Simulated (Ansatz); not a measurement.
All-electron DFT: HfF

Cell: artificial HfF built from a simple cubic array of dimers (box 2.5 bond lengths wide) and then distorted, one atom being moved towards a neighbour.

Method: DFT, PBE, all-electron full-potential LAPW, scalar-relativistic, point nucleus (Ansatz 0.2 development build). Occupations are Fermi–Dirac at 0.15 eV on a coarse k-mesh, 2×2×2 (half-step shift); the results hold for that mesh. For a metal, stress, forces and moments on so few k-points can be far from the converged ones. No spin polarisation. Thinly bonded d atoms may carry moments, which this run forbids.

```xyz
2
Lattice="4.4697 0.0252 0.1241 0.0252 4.3916 -0.0381 0.1241 -0.0381 4.4546" Properties=species:S:1:pos:R:3 pbc="T T T"
Hf    3.8494    4.0541    2.5471
F     4.8544    4.9349    3.6089
```

Question: Predict the output of the run.

Answer: 
| atom | Fx (eV/Å) | Fy (eV/Å) | Fz (eV/Å) |
| --- | --- | --- | --- |
| Hf1 | -3.699 | -3.221 | -3.912 |
| F2 | 3.699 | 3.221 | 3.912 |

Stress (GPa; xx, yy, zz, yz, xz, xy; compression positive): 4.65, 2.31, 5.71, 5.64, 6.42, 5.26.

```json
{
  "All-electron E − TS, for this scheme": "-413020.839 eV",
  "Pressure": "4.22 GPa",
  "Largest force": "6.273 eV/Å"
}
```

The same functional by all-electron full-potential LAPW, scalar-relativistic valence, Dirac core shells, point nucleus gives 4.23 GPa and force components within 0.004 eV/Å of those above. Absolute energies of the two aren't comparable.
